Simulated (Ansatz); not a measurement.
MgF2:
```
CELL_PARAMETERS angstrom
      4.63847     0.00000     0.00000
      0.00000     4.64009     0.00000
      0.00000     0.00000     3.06237
ATOMIC_POSITIONS crystal
  Mg 0.50000 0.50000 0.50000
  Mg 0.00000 0.00000 0.00000
  F  0.80325 0.19643 0.50000
  F  0.19675 0.80357 0.50000
  F  0.30325 0.30357 0.00000
  F  0.69675 0.69643 0.00000
```

Relaxed with PBEsol. 

HSE06 on this cell (Ansatz, a program for electronic structure, PAW) gives a gap of 9.38 eV. What does PBEsol give?

6.89 eV.

Cost on shared cores: the PBEsol run (SCF on a 6×6×9 mesh, then bands and DOS) roughly 26 core-seconds, the HSE06 run (SCF on 4×4×5, then a few points) around 60 core-seconds (rough); the tasks are unlike.

Space group P4_2/mnm (rutile). The PBEsol relaxation kept the symmetry of its start.

Potentials: the later of the program's two PAW sets.

Ansatz is a plane-wave DFT program.
